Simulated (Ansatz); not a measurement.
A relaxed cell of ZnH5 is given with its symmetry left out. The cell was found from a structure generator's guess, not taken from experiment.

Theory: DFT PBE, scalar-relativistic, plane waves, PAW (Ansatz). Cutoff 420 eV, Γ-centred mesh, Gaussian smearing, no spin polarisation.

```
Zn H
1.0
     4.38553    0.00000    0.00000
    -2.19276    3.79798    0.00000
     0.00000    0.00000    6.50821
Zn H
1 5
Direct
  0.00000 0.00000 0.00000
  0.00000 0.00000 0.55775
  0.00000 0.00000 0.44225
  0.21669 0.78331 0.00000
  0.21669 0.43338 0.00000
  0.56662 0.78331 0.00000
```

The zero of energy is the elements' standard structures at the same level (H₂ as a molecule); no fitted shifts are applied.

**Question.** Find its symmetry and describe it.

**Answer.** P-6m2 (No. 187). Conventional cell: a = 4.386 Å, c = 6.508 Å. Around Zn lie 3 H at 1.65 Å; around H on a site of symmetry 3m lies 1 H at 0.75 Å; H on a site of symmetry mm2 is surrounded by 2 H at 1.53 Å and 1 Zn at 1.65 Å.

**Question.** How far does it lie from the elements in energy?

**Answer.** +0.53 eV/atom. The separate elements lie lower, so it is unstable against them.

**Question.** Is it a metal?

**Answer.** Yes, bands cross the Fermi level on the 12×12×6 mesh.

The last run used a 12×12×6 mesh (in the run's order of axes) for its 6-atom cell and Gaussian smearing of 0.10 eV. Weakly bound directions are ill-defined at this level, which has no dispersion term. The cell is a metal run without spin; a magnetic state may lie lower. With hydrogen, zero-point motion can shift formation energies by some tens of meV/atom. A structure relaxed within its symmetry needn't be a true minimum.
